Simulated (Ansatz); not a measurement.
Given:

Si$_{2}$Ni:
```cif
data_Ni4Si8
_chemical_formula_sum 'Si8 Ni4'
_space_group_name_H-M_alt 'Fm-3m'
_space_group_IT_number 225
_space_group_name_Hall '-F 4 2 3'
_cell_length_a 5.34846
_cell_length_b 5.34846
_cell_length_c 5.34846
_cell_angle_alpha 90.000
_cell_angle_beta 90.000
_cell_angle_gamma 90.000
loop_
_atom_site_label
_atom_site_type_symbol
_atom_site_symmetry_multiplicity
_atom_site_Wyckoff_symbol
_atom_site_fract_x
_atom_site_fract_y
_atom_site_fract_z
_atom_site_occupancy
Si1 Si 8 c 0.25000 0.25000 0.25000 1
Ni1 Ni 4 a 0.00000 0.00000 0.00000 1
```
(The calculation used a cell of 3 atoms; values per cell refer to that cell.)

This is the LDA-relaxed structure.

### Question
All from DFT-LDA in the program Ansatz with PAW potentials, unless another level is named. Estimate the electronic character.

### Answer
metallic (no gap).

### Question
Predict the density of states at the Fermi level.

### Answer
0.28 states/eV per atom (mean over ±0.08 eV).

### Question
And the formation energy from the elements (no fitted shifts)?

### Answer
-45 kJ/mol-atom.

The LDA relaxation kept the symmetry of its start; of distortions, only those at the zone centre were tested. The run is not spin-polarised. The references are the lowest solids computed at this level, not always the standard phases.

Potentials: the later of the program's two PAW sets.
